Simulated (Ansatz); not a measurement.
input.yaml (Ansatz)

```yaml
crystal:
  lattice:
    - [4.551866536, 0.0, 0.0]
    - [-2.275933268, 3.9420320548, 0.0]
    - [0.0, 0.0, 14.9107952438]
  atoms:
    - { symbol: Ba, position: [0.0, 1.0, 0.0] }
    - { symbol: Ba, position: [0.0, 1.0, 0.5] }
    - { symbol: Ba, position: [0.3333333333, 0.6666666667, 0.25] }
    - { symbol: Ba, position: [0.6666666667, 0.3333333333, 0.75] }
hamiltonian:
  xc: r2scan
  pseudopotentials:
    kind: paw
    azcp:
      Ba: "pseudopotentials/Ba.paw.azcp"
basis:
  ecutwfc: 500
  fft_grid_basis: typed
kpoints:
  mp_grid: { grid: [11, 11, 3], shift: [0, 0, 0] }
magnetization:
  spin_polarized: false
scf:
  occupations: { method: fermi_dirac, width: 0.1 }
output:
  write_density: true
  write_potential: true
  elf: true
  volumetric_format: npy
```

Terminal output

```
Engine: ansatz 0.2.0, x86_64-unknown-linux-gnu
Pseudopotentials: kind: paw
Pseudopotential: Ba, paw, valence charge 10, recommended cutoff 500 eV (meta_gga) 
Functional definition: r2SCAN
  parameter k0 = 0.174
  parameter k1 = 0.065
  parameter a1 = 4.9479
  exchange = r2scan_x(k0 = k0, k1 = k1, a1 = a1)
  correlation = r2scan_c
Crystal: 4 atoms, lattice volume = 267.553 Å³
Basis set: ecut = 500 eV, 6805 PW (Γ), exchange–correlation on 144×144×480 points (64 copies of the dense FFT grid, shifted against one another)
Bands: 24, of which v1, the nominal top of the filled ones, is band 20 counted from 1 (19 counted from 0)
Symmetry: 24 space group operations
Space group: P63/mmc (ITA 194), of the structure as read, at distance tolerance 6.4e-5 Å
k-points: 32 of 363
Non-local potential: Ba, projectors of the file, l = 0: 3, l = 1: 2, l = 2: 2, l = 3: 2
PAW form: soft (Blöchl's): semilocal exchange-correlation on the pseudo side does not see the compensation charge
PAW frozen core: Ba, regenerated for the run's functional (the file was generated under x = pbe(κ = 0.804, μ = 0.2195149727645171), c = pbe(β = 0.06672455060314922))
PAW one-centre angular grid: Ba, 302 points (default); XC on 160 Gauss nodes
Initial density: superposition of atomic densities (neutral atoms: chi_scale 0, normalization atom), corrected by the library's trained network
Initial wavefunctions: pseudopotential atomic-orbital guess
Functional: x = r2scan, c = r2scan; τ floored in thin density (d = 2e-4 eV/Å³)
SCF iter   1: F=—  HF=-23857.634189 eV  |F-HF|=—  |Δ(HF+E_count)|=         —  Δρ=3.09e-3  dr2=5.64e-2  dr2_τ=3.83e-3  ethr=1.77e-3  ⟨swp⟩=9.0  Hψ=9245  notcnv=0
automatic band count: the SCF goes on with 28 bands, as 24 were too few: the levels above may hold too much charge
SCF iter   2: F=—  HF=-23857.807649 eV  |F-HF|=—  |Δ(HF+E_count)|=   1.73e-1  Δρ=2.11e-3  dr2=2.87e-2  dr2_τ=6.19e-4  ethr=1.41e-4  ⟨swp⟩=2.0  Hψ=1922  notcnv=0
SCF iter   3: F=—  HF=-23857.805607 eV  |F-HF|=—  |Δ(HF+E_count)|=   2.04e-3  Δρ=6.04e-4  dr2=2.89e-3  dr2_τ=6.57e-5  ethr=7.18e-5  ⟨swp⟩=3.0  Hψ=1650  notcnv=0
SCF iter   4: F=—  HF=-23857.806048 eV  |F-HF|=—  |Δ(HF+E_count)|=   4.41e-4  Δρ=1.47e-4  dr2=1.49e-4  dr2_τ=4.87e-6  ethr=7.23e-6  ⟨swp⟩=3.0  Hψ=1647  notcnv=0
SCF iter   5: F=—  HF=-23857.806032 eV  |F-HF|=—  |Δ(HF+E_count)|=   1.57e-5  Δρ=2.67e-5  dr2=3.80e-6  dr2_τ=2.11e-7  ethr=3.72e-7  ⟨swp⟩=3.0  Hψ=1606  notcnv=0
SCF iter   6: F=—  HF=-23857.805991 eV  |F-HF|=—  |Δ(HF+E_count)|=   4.15e-5  Δρ=1.03e-5  dr2=8.06e-7  dr2_τ=5.95e-9  ethr=9.51e-9  ⟨swp⟩=2.0  Hψ=1530  notcnv=0
SCF iter   7: F=-23857.805991 eV  HF=-23857.805991 eV  |F-HF|=1.84e-8  |Δ(HF+E_count)|=   2.80e-7  Δρ=3.20e-6  dr2=5.77e-8  dr2_τ=7.98e-10  ethr=2.50e-10  ⟨swp⟩=3.2  Hψ=3315  notcnv=0
SCF 1 converged in 7 iterations: F = -23857.805991 eV  dr2 = 5.77e-8
SCF converged after 7 iterations
Free energy (F): -23857.805991 eV
Harris-Foulkes:  -23857.805991 eV  (|F-HF|=1.84e-8)
Internal energy: -23857.583682 eV  (E = F + TS)
E sigma→0 (E₀):  -23857.694837 eV
Entropy (-TS):   -0.222309 eV (-55.577 meV/atom)
Fermi energy:    5.527631 eV
--- Per-component energies (eV) ---
  E_band       = -380.256276
  E_kinetic    = 664.042488
  E_local      = -1563.571716  (includes V_loc(G=0)·N_el)
  E_nonlocal   = 223.140202
  E_hartree    = 493.194800
  E_xc         = -619.275651
  E_vxc        = -577.884222  (∫ρ·V_xc dr)
  E_paw        = -21006.298936  (= ΣΔE_a)
  E_vpaw       = -141.172451  (= ΣTr[D̂ρ^β])
  E_aug_tail   = -0.000003  (compensation charges beyond the density's cutoff)
  E_vtau       = 28.800074  (kinetic-family band-sum trace: ∫τ·v_τ [+ j·A + Jᵃ·Aᵃ] dr)
  E_ewald      = -2049.096531
  E_core_change = 0.281664  (= ΣΔE_core)
  E_smearing   = -0.222309  (= −TS)
  E_closure    = 0.000000  (closes the sum)
  Σ components = -23857.805991   (vs F -23857.805991, Δ=0.00e0)
--- Band table (eV; the first three rows and the last of 32) ---
  k-point 0: bands = ["-24.5074", "-24.4918", "-24.4895", "-24.4738", "-9.4812", "-9.2919", "-9.2898", "-9.1408", "-9.1408", "-9.1184", "-9.1184", "-9.1134", "-9.1134", "-9.0907", "-9.0907", "-9.0886", "2.6280", "3.5784", "3.5825", "4.6075", "6.3151", "6.5506", "6.5832", "7.3271", "7.3271", "7.4051", "7.4051", "7.4555"]
  k-point 1: bands = ["-24.5052", "-24.4991", "-24.4822", "-24.4760", "-9.4563", "-9.3874", "-9.1913", "-9.1375", "-9.1375", "-9.1286", "-9.1286", "-9.1164", "-9.1031", "-9.1031", "-9.0941", "-9.0941", "2.7479", "3.0871", "4.1048", "4.4830", "6.2832", "6.3300", "6.9320", "7.2932", "7.3683", "7.3683", "7.4232", "7.4232"]
  k-point 2: bands = ["-24.5050", "-24.4900", "-24.4877", "-24.4726", "-9.4707", "-9.2948", "-9.2927", "-9.1653", "-9.1485", "-9.1365", "-9.1324", "-9.1240", "-9.1191", "-9.1158", "-9.0943", "-9.0921", "2.7556", "3.6903", "3.6944", "4.7364", "6.2095", "6.4739", "6.5525", "7.1014", "7.2214", "7.2782", "7.4309", "7.4909"]
  k-point 31: bands = ["-24.4671", "-24.4666", "-24.4638", "-24.4633", "-9.4076", "-9.4046", "-9.3827", "-9.3690", "-9.3288", "-9.3237", "-9.2957", "-9.2743", "-9.2152", "-9.1918", "-9.1796", "-9.1687", "5.3849", "5.4208", "5.4742", "5.5312", "5.6941", "5.7619", "5.7896", "5.8704", "6.3792", "6.4380", "6.5705", "6.6332"]
```

Launched by

```sh
ansatz run input.yaml --threads 1 --pin off --max-ram 3584MiB --backend cpu --events-out ev --progress --plain --runs-dir out
```

On 1 thread of Intel(R) Xeon(R) Platinum 8259CL CPU @ 2.50GHz (Skylake/Cascade Lake) (shared host) this took about 42 s of wall time and 41 s of CPU time.
